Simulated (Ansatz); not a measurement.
## Cd3HgS4: relaxed-ion elastic tensor

All numbers below come from Ansatz, DFT PBE, scalar-relativistic, plane waves, PAW. Cutoff 420 eV, 6×6×6 k-points (Γ-centred), fixed occupations. No spin polarisation.

Relaxed structure:
```
CELL_PARAMETERS angstrom
5.94249 0.00000 0.00000
0.00000 5.94249 0.00000
0.00000 0.00000 5.94249
ATOMIC_POSITIONS crystal
Cd 0.50000 0.00000 0.50000
Cd 0.50000 0.50000 0.00000
Cd 0.00000 0.50000 0.50000
Hg 0.00000 0.00000 0.00000
S 0.25199 0.74801 0.74801
S 0.25199 0.25199 0.25199
S 0.74801 0.74801 0.25199
S 0.74801 0.25199 0.74801
```

It was reached by relaxing an invented guess, and it needn't be the stable form of this composition. Spin–orbit coupling is left out, which matters for heavy elements.

Task: Give the relaxed-ion elastic constants (GPa, Voigt order xx yy zz yz xz xy, on the Cartesian axes of the cell above).

Result:
```
65.2 46.3 46.3  0.0  0.0  0.0
46.3 65.2 46.3  0.0  0.0  0.0
46.3 46.3 65.2  0.0  0.0  0.0
 0.0  0.0  0.0 25.3  0.0  0.0
 0.0  0.0  0.0  0.0 25.3  0.0
 0.0  0.0  0.0  0.0  0.0 25.3
```

Task: Is the crystal stable against homogeneous strain?

Result: Yes: the least eigenvalue of the tensor is 19.0 GPa.

Task: And the moduli of a polycrystal (Hill averages)?

Result: B = 53 GPa, G = 17 GPa, E = 46 GPa, ν = 0.35.
